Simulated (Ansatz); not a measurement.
# MgS: strain energy, fitted

MgS, Fm-3m, a = 5.182 Å. Ansatz: PBEsol, PAW, 420 eV, Γ-centred 6×6×6 mesh on 4 atoms, Gaussian smearing 0.02 eV; no spin polarisation. Series: uniaxial strain along c, with a, b and atoms relaxed; x is the strain in per cent. The axes a, b, c are those of the computed cell (3.664, 3.664, 5.182 Å), along [1 1 0], [-1 1 0], [0 0 1] of the cell named above. y is the free energy over the unstrained cell, V0 = 17.394 Å³/atom.

| x (%) | y (meV/atom) |
| --- | --- |
| -6.0 | ? |
| -4.0 | 13.74 |
| -2.0 | 3.12 |
| 0.0 | 0.00 |
| 2.0 | 2.77 |
| 4.0 | 10.13 |
| 6.0 | 21.01 |

Fit y = c2 x² + c3 x³ to the other rows, turn c2 into a modulus, and predict the missing energy.

Least squares on the rows shown. y = 0.74719 x² − 0.027391 x³. In eV per unit strain² c2 is 7.472; this is Young's modulus along the axis (E = ½ Y V0 ε²): 2 × 7.472 × 160.2 / (17.394) = 138 GPa. At x = -6.0 the fit asked for gives 32.82 meV/atom. The run gave 33.80 meV/atom, so the fit is 0.98 meV/atom too low, 2.9 % of the span of the series, against an rms of 0.05 meV/atom on the fitted rows. The row lies outside the fitted range. With a term in x⁴ added, a fit to the same known rows predicts 33.18 meV/atom, which recovers part of the miss; the known rows don't hold the rest.